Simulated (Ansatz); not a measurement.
An Ansatz input:

```yaml
crystal:
  lattice:
    - [3.1499474509, 0.0, 0.0]
    - [0.0, 3.1499474509, 0.0]
    - [0.0, 0.0, 3.1499474509]
  atoms:
    - { symbol: Pd, position: [0.0, 0.0, 0.0], spin: 0.5 }
    - { symbol: Pd, position: [0.5, 0.5, 0.5], spin: -0.5 }
hamiltonian:
  xc: r2scan
  pseudopotentials:
    kind: paw
    azcp:
      Pd: "pseudopotentials/Pd.paw.azcp"
basis:
  ecutwfc: 500
  fft_grid_basis: typed
kpoints:
  mp_grid: { grid: [11, 11, 11], shift: [0, 0, 0] }
magnetization:
  spin_polarized: true
scf:
  occupations: { method: fermi_dirac, width: 0.05 }
  lower_state_search: "off"
output:
  stress: true
  write_density: true
  write_potential: true
  elf: true
  volumetric_format: npy
```

Output

```
Engine: ansatz 0.2.0, x86_64-unknown-linux-gnu
Pseudopotentials: kind: paw
Pseudopotential: Pd, paw, valence charge 18, recommended cutoff 500 eV (meta_gga) 
Functional definition: r2SCAN
  parameter k0 = 0.174
  parameter k1 = 0.065
  parameter a1 = 4.9479
  exchange = r2scan_x(k0 = k0, k1 = k1, a1 = a1)
  correlation = r2scan_c
Crystal: 2 atoms, lattice volume = 31.254 Å³
Basis set: ecut = 500 eV, 751 PW (Γ), exchange–correlation on 96×96×96 points (64 copies of the dense FFT grid, shifted against one another)
Bands: 23, of which v1, the nominal top of the filled ones, is band 18 counted from 1 (17 counted from 0)
Symmetry: 48 space group operations
Space group: Pm-3m (ITA 221), of the structure as read, at distance tolerance 3.1e-5 Å
Magnetic group: BNS 221.97 (UNI 1599), of the structure as read, at distance tolerance 3.1e-5 Å
k-points: 56 of 1331
Non-local potential: Pd, projectors of the file, l = 0: 2, l = 1: 2, l = 2: 2, l = 3: 1
PAW form: soft (Blöchl's): semilocal exchange-correlation on the pseudo side does not see the compensation charge
PAW frozen core: Pd, regenerated for the run's functional (the file was generated under x = pbe(κ = 0.804, μ = 0.2195149727645171), c = pbe(β = 0.06672455060314922))
PAW one-centre angular grid: Pd, 590 points (default); XC on 160 Gauss nodes
Initial density: superposition of atomic densities (chi_scale 0.1, normalization cell)
Starting moments: Σ|m| = 1 μB on 2 of 2 sites
Starting magnetic order: antiferromagnet; a translation exchanges its spin sublattices: spin-degenerate at every k-point
Initial wavefunctions: pseudopotential atomic-orbital guess
Functional: x = r2scan, c = r2scan; τ floored in thin density (d = 2e-4 eV/Å³)
SCF iter   1: F=-13968.988462 eV  HF=-13972.513214 eV  |F-HF|=3.52e0  |Δ(HF+E_count)|=         —  Δρ=6.83e-2 (↑6.83e-2 ↓6.83e-2)  dr2=5.11e0  dr2_τ=3.36e-2  dr2_m=1.77e-1  M=0.000 μB ∫|m|=0.291 μB  β_m=0.30  ethr=3.10e-3  ⟨swp⟩=5.1  Hψ=5358  notcnv=0
SCF iter   2: F=-13970.691950 eV  HF=-13971.597120 eV  |F-HF|=9.05e-1  |Δ(HF+E_count)|=   9.16e-1  Δρ=4.15e-2 (↑4.15e-2 ↓4.15e-2)  dr2=1.70e0  dr2_τ=2.10e-2  dr2_m=1.13e-1  M=0.000 μB ∫|m|=0.220 μB  β_m=0.30  ethr=3.10e-3  ⟨swp⟩=2.5  Hψ=2767  notcnv=0  defer=14  κ⁻¹=1.0e0(r=1)
SCF iter   3: F=-13971.369774 eV  HF=-13971.283642 eV  |F-HF|=8.61e-2  |Δ(HF+E_count)|=   3.13e-1  Δρ=1.91e-2 (↑1.91e-2 ↓1.91e-2)  dr2=6.87e-2  dr2_τ=9.47e-3  dr2_m=7.16e-2  M=0.000 μB ∫|m|=0.165 μB  β_m=0.30  ethr=3.10e-3  ⟨swp⟩=2.0  Hψ=2300  notcnv=0  defer=14  κ⁻¹=2.4e-3(r=2)
SCF iter   4: F=-13971.376565 eV  HF=-13971.364009 eV  |F-HF|=1.26e-2  |Δ(HF+E_count)|=   8.04e-2  Δρ=1.27e-2 (↑1.27e-2 ↓1.27e-2)  dr2=6.99e-3  dr2_τ=8.27e-4  dr2_m=4.37e-2  M=0.000 μB ∫|m|=0.130 μB  β_m=0.30  ethr=1.91e-4  ⟨swp⟩=2.9  Hψ=3081  notcnv=0  defer=16  κ⁻¹=7.8e-6(r=3)
...
SCF 1 converged in 14 iterations: F = -13971.385405 eV  dr2 = 4.79e-11
this state was not tested for a lower state beside it, because the mixer in use, unlike msr1, does not test its closes by its own steps (another_mixer; see scf.mixing.algorithm and scf.lower_state_search)
SCF converged after 14 iterations
Magnetization: 0.0000 μB (18.0000 up, 18.0000 down)
Absolute magnetization: 0.0000 μB (∫|ρ↑−ρ↓|, with the PAW one-centre terms)
Spin contamination: 0.0000 ħ² per cell (⟨S²⟩ above its minimum at these occupations)
Per-site moments (μB) at R_I (Å): [(6.664954096507647e-7, 1.1252729866394924), (-6.664954096507647e-7, 1.1252729866394924)]
Free energy (F): -13971.385405 eV
Harris-Foulkes:  -13971.385405 eV  (|F-HF|=1.27e-11)
Internal energy: -13971.364940 eV  (E = F + TS)
E sigma→0 (E₀):  -13971.375172 eV
Entropy (-TS):   -0.020465 eV (-10.233 meV/atom)
Fermi energy:    18.146111 eV
--- Per-component energies (eV) ---
  E_band       = -353.616273
  E_kinetic    = 1029.396605
  E_local      = -3669.420947  (includes V_loc(G=0)·N_el)
  E_nonlocal   = 436.018846
  E_hartree    = 1487.850933
  E_xc         = -319.574616
  E_vxc        = -463.330458  (∫ρ·V_xc dr)
  E_paw        = -7544.549974  (= ΣΔE_a)
  E_vpaw       = -696.046348  (= ΣTr[D̂ρ^β])
  E_aug_tail   = 0.000231  (compensation charges beyond the density's cutoff)
  E_vtau       = 34.063427  (kinetic-family band-sum trace: ∫τ·v_τ [+ j·A + Jᵃ·Aᵃ] dr)
  E_ewald      = -5390.181845
  E_core_change = -0.904173  (= ΣΔE_core)
  E_smearing   = -0.020465  (= −TS)
  E_closure    = 0.000000  (closes the sum)
  Σ components = -13971.385405   (vs F -13971.385405, Δ=0.00e0)
--- Stress (GPa, compression-positive) ---
       -6.261832       0.000000       0.000000
        0.000000      -6.261832       0.000000
        0.000000       0.000000      -6.261832
  P = ⅓ Tr σ = -6.2618 GPa (-62.618 kbar)
--- Band table (eV; the first three rows and the last of 112) ---
  k-point 0 ↑: bands = ["-68.1032", "-68.0165", "-33.0713", "-33.0713", "-33.0713", "-32.8050", "-32.8050", "-32.8050", "11.4516", "13.1858", "13.1858", "15.3354", "15.3354", "15.3354", "17.1624", "17.1624", "18.3224", "18.3224", "18.3224", "27.7276", "27.7276", "27.7276", "35.6273"]
  k-point 1 ↑: bands = ["-68.1013", "-68.0181", "-33.0700", "-33.0658", "-33.0658", "-32.8145", "-32.8102", "-32.8102", "11.6090", "13.2550", "13.2832", "15.3402", "15.3402", "15.3885", "17.0686", "17.1985", "18.1483", "18.1483", "18.2524", "26.8755", "28.0879", "28.0879", "35.6422"]
  k-point 2 ↑: bands = ["-68.0956", "-68.0226", "-33.0650", "-33.0494", "-33.0494", "-32.8412", "-32.8253", "-32.8253", "12.0643", "13.4593", "13.5535", "15.3635", "15.3635", "15.5447", "16.7982", "17.3047", "17.7069", "17.7069", "18.0516", "25.0515", "29.0836", "29.0836", "35.3507"]
  k-point 55 ↓: bands = ["-68.0519", "-68.0516", "-33.0294", "-33.0051", "-33.0051", "-32.9541", "-32.9541", "-32.9296", "14.4322", "14.6267", "14.6267", "14.9777", "14.9777", "15.1212", "17.4066", "17.4066", "17.4076", "17.4076", "25.6845", "26.9233", "27.0783", "27.0783", "27.7686"]
```

Command:

```sh
ansatz run input.yaml --threads 1 --pin off --max-ram 3584MiB --backend cpu --events-out ev --progress --plain --runs-dir out
```

On 1 thread of Intel(R) Xeon(R) Platinum 8259CL CPU @ 2.50GHz (Skylake/Cascade Lake) (shared host) this took about 20 s of wall time and 20 s of CPU time.
